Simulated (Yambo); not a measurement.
## Bethe-Salpeter results for KLuS$_{2}$ at +1 % isotropic strain

```
CELL_PARAMETERS angstrom
      1.97334     1.13931     7.30663
     -1.97334     1.13931     7.30663
      0.00000    -2.27861     7.30663
ATOMIC_POSITIONS crystal
  S  0.76745 0.76745 0.76745
  S  0.23255 0.23255 0.23255
  K  0.00000 0.00000 0.00000
  Lu 0.50000 0.50000 0.50000
```

The PBEsol cell relaxed from Materials Project entry mp-1007636 was given an isotropic strain of +1 % on all lattice vectors, and the atoms were relaxed again.

BSE in Yambo on PBEsol (Quantum ESPRESSO, PseudoDojo norm-conserving, 100 Ry, without SOC) bands: 4×4×4 mesh, 13 valence and 10 conduction bands, static screening with 59 bands and a 4 Ry block, scissor 1.38 eV, Tamm-Dancoff; field along x.

```csv
state,energy (eV),states within 2 meV,relative strength,class,main transitions
1,3.83,1,< 0.01,dark,VB → CB (63 %)
2,3.85,2,1.00,strong,VB → CB (70 %)
3,3.92,2,0.50,strong,several band pairs
4,4.05,1,< 0.01,dark,VB → CB (97 %)
5,4.07,1,< 0.01,dark,several band pairs
6,4.08,2,< 0.01,dark,VB → CB (97 %)
```

These are vertical excitations (zero momentum); the indirect quasiparticle gap, about 3.46 eV, is smaller than the direct one (4.44 eV on the GW mesh). The direct quasiparticle gap on this mesh is 4.44 eV; counted from there, state 1 is bound by 0.61 eV. Convergence with the mesh was not shown.

Spin singlets only. Strengths are relative to the strongest of the lowest states of this run; strong means a line over 3 % of the spectrum's maximum, dark under 0.03 %. Absolute energies carry the error of the G0W0 scissor, whose convergence isn't established; the long-wavelength screening was taken along (1,1,1) although the crystal is anisotropic.

The 4f states are in the valence at their DFT position.
